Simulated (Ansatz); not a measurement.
**Rh (fcc): a workflow**

**The experiment.** The Crystallography Open Database holds a cell as deposited of cubic Rh (space group Fm-3m), temperature not stated (1963): a = 3.803 Å, 13.75 Å³/atom.

Computed with Ansatz (plane waves, PAW, 420 eV cutoff): LDA, scalar-relativistic, no spin polarisation, 18×18×18 k-mesh, Gaussian smearing of 0.05 eV; PAW files: Ansatz's generated set soft_2.

The start, 0 % under the database's volume:

```cif
data_structure
_symmetry_space_group_name_H-M 'P 1'
_symmetry_Int_Tables_number 1
_cell_length_a 2.6870
_cell_length_b 2.6870
_cell_length_c 2.6870
_cell_angle_alpha 60.000
_cell_angle_beta 60.000
_cell_angle_gamma 60.000
_cell_volume 13.72
loop_
_atom_site_label
_atom_site_type_symbol
_atom_site_fract_x
_atom_site_fract_y
_atom_site_fract_z
_atom_site_occupancy
Rh1 Rh 0.00000 0.00000 0.00000 1
```

The first steps of the search for zero pressure:

```
run  level    k-mesh        kind  V (Å³/atom)  P (GPa)  gap on the mesh (eV)
  1    LDA  18×18×18  fixed cell        13.72    -10.7                 metal
```

Task: At which volume does LDA reach zero pressure?

Result: About 13.2 Å³/atom, about 4 % under the start.

The steps that followed:

```
run  level    k-mesh        kind  V (Å³/atom)  P (GPa)  E − E(final) (meV/atom)  gap on the mesh (eV)
  2    LDA  18×18×18  fixed cell        12.74     12.9                     18.7                 metal
  3    LDA  18×18×18  fixed cell        13.23     -0.1                      0.0                 metal
```

The final structure (symmetry read at 0.01 Å). It takes space group Fm-3m (No. 225, cubic). Conventional cell: a = 3.754 Å, b = 3.754 Å, c = 3.754 Å, α = 90.00°, β = 90.00°, γ = 90.00°. Rh (site symmetry m-3m) has 12 Rh at 2.65 Å as nearest neighbours. (Neighbours are counted to 15 % beyond the shortest distance.)

- At the final geometry the gap, band path included, is zero (metallic).

**Why it comes out so.**

With 17 valence electrons in the calculation's cell and no magnetic order, the bands, two electrons each, can't all be full or empty: band theory demands a metal. (Only strong correlation, outside this picture, could make a Mott insulator of it.)

**Against experiment.** LDA gives 3.754 Å and 13.23 Å³/atom, −3.8 % in volume (−1.3 % in length) from the database's cell. LDA overbinds and usually gives cells that are too small.
